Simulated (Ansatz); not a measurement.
AlInAs2:
```
CELL_PARAMETERS angstrom
      4.15931     0.00000     0.00000
      0.00000     4.15931     0.00000
      0.00000     0.00000    17.70721
ATOMIC_POSITIONS crystal
  In 0.00000 0.00000 0.82102
  As 0.50000 0.00000 0.91047
  In 0.50000 0.50000 0.00000
  As 0.00000 0.50000 0.08953
  In 0.00000 0.00000 0.17898
  As 0.50000 0.00000 0.26940
  Al 0.50000 0.50000 0.34538
  As 0.00000 0.50000 0.42271
  Al 0.00000 0.00000 0.50000
  As 0.50000 0.00000 0.57729
  Al 0.50000 0.50000 0.65462
  As 0.00000 0.50000 0.73060
```

Relaxed with r²SCAN. Special points in fractions of this cell's reciprocal vectors: Γ (0.000, 0.000, 0.000); X (0.000, 0.500, 0.000); M (0.500, 0.500, 0.000); Z (0.000, 0.000, 0.500); R (0.000, 0.500, 0.500); A (0.500, 0.500, 0.500).

Problem. List the band energies nearest the valence-band maximum at these points for DFT-r²SCAN with spin–orbit coupling in the program Ansatz with PAW potentials.

Solution. In eV from the valence-band maximum; about four levels below and three above (degenerate sets whole), none deeper than 8.9 eV; points with the same levels are listed once.

```json
[
 {"k": "Γ", "below": "-0.10 -0.10 0.00 0.00", "above": "0.93 0.93 1.42 1.42"},
 {"k": "X", "below": "-0.74 -0.74 -0.74 -0.74", "above": "1.97 1.97 2.00 2.00"},
 {"k": "M", "below": "-2.46 -2.46 -2.43 -2.43", "above": "1.60 1.60 1.62 1.62"},
 {"k": "Z", "below": "-0.27 -0.27 -0.12 -0.12", "above": "1.33 1.33 1.68 1.68"},
 {"k": "R", "below": "-0.74 -0.74 -0.73 -0.73", "above": "1.52 1.52 1.65 1.65"},
 {"k": "A", "below": "-2.59 -2.59 -2.59 -2.59", "above": "2.01 2.01 2.03 2.03"}
]
```

Space group P-4m2. The start of the workflow was typed in or built on a structure type; neither database checked (COD, Materials Project) lists it. Its standing as an ambient phase is unchecked. The r²SCAN relaxation kept the symmetry of its start; its stability against distortions is not shown here.

Potentials: the earlier of the program's two PAW sets. The files were generated under PBE; for other functionals the program regenerates the frozen cores, and for LDA and PBEsol the local potential too.
